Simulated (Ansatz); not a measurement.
# Relaxing a structure of HfN

The start is a relaxed HfN cell, doubled along one cell vector, shaken by Gaussian noise of σ = 0.08 Å a coordinate. The structure is fully relaxed (lattice and positions, P = 0) with PBEsol (plane waves to 420 eV, PAW, scalar-relativistic; Ansatz, a first-principles code). First-step values are on the input's coarse k-mesh.

Ansatz input (later rounds restart from its end on a renewed k-mesh):
Ansatz 0.2 input:
```yaml
crystal:
  lattice:
    - [5.9120895893, 0, 0]
    - [-5.9120895894, 10.2400395476, 0]
    - [0, 0, 3.9150841257]
  atoms:
    - { symbol: Hf, position: [0.3432153017, 0.3407838929, -0.0180994817] }
    - { symbol: Hf, position: [0.3393355507, 0.8346581078, 0.0128565129] }
    - { symbol: Hf, position: [0.6686329398, 0.1706754882, -0.0122287234] }
    - { symbol: Hf, position: [0.6630884626, 0.6545602262, 0.0041376017] }
    - { symbol: N, position: [0.3213467388, 0.3246180552, 0.5188483] }
    - { symbol: N, position: [0.3439648218, 0.8345950458, 0.4946786812] }
    - { symbol: N, position: [0.6464128762, 0.1698333307, 0.5007146636] }
    - { symbol: N, position: [0.6674268507, 0.670769044, 0.5053913699] }
basis: { ecutwfc: 420, ecutrho_ratio: 4, xc_grid: 2, fft_grid_basis: typed }
kpoints: { mp_grid: { grid: [5, 3, 6] } }
hamiltonian:
  xc: pbesol
  dispersion: none
  pseudopotentials: { azcp: { folder: ./paw }, kind: paw }
scf: { occupations: { method: fermi_dirac, width: 0.05 } }
relax: { f_tol: 0.01, max_steps: 100, cell: { stress_tol: 0.02 } }
output: { forces: true, stress: true }
```

### Question
How does the volume change?

### Answer
-36.6 %, from 29.63 to 18.79 Å³/atom.

### Question
Is the parent structure recovered?

### Answer
It does not go back: it reaches Cmc2₁ (No. 36), 2.06 eV/atom below the parent.

### Question
How do the shortest distances between atoms change?

### Answer
The closest pairs of elements (up to four, under 3.6 Å), start → end: Hf–N 1.82 → 2.00 Å; N–N 3.25 → 2.93 Å; Hf–Hf 3.21 → 3.05 Å.

### Question
Give the final cell and atomic positions.

### Answer

```cif
data_Hf8N8
_chemical_formula_sum 'Hf8 N8'
_space_group_name_H-M_alt 'Cmc21'
_space_group_IT_number 36
_space_group_name_Hall 'C 2c -2'
_cell_length_a 3.07800
_cell_length_b 16.67045
_cell_length_c 5.85862
_cell_angle_alpha 90.000
_cell_angle_beta 90.000
_cell_angle_gamma 90.000
loop_
_atom_site_label
_atom_site_type_symbol
_atom_site_symmetry_multiplicity
_atom_site_Wyckoff_symbol
_atom_site_fract_x
_atom_site_fract_y
_atom_site_fract_z
_atom_site_occupancy
Hf1 Hf 4 a 0.00000 0.70571 0.08119 1
Hf2 Hf 4 a 0.00000 0.02583 0.14176 1
N1 N 4 a 0.00000 0.23644 0.88128 1
N2 N 4 a 0.00000 0.49955 0.39223 1
```
(The calculation used a cell of 8 atoms; values per cell refer to that cell.)

Final values are on a 15×15×8 k-mesh of the relaxed cell. The start holds a very short contact (Hf–N 1.82 Å). No spin polarisation in the result.

The relaxed structure here is a generated cell of HfN: the first start was made by a random draw of sites in a space group, and the end was not matched to a known phase here, so it may be hypothetical. Known forms of HfN include space group No. 225.
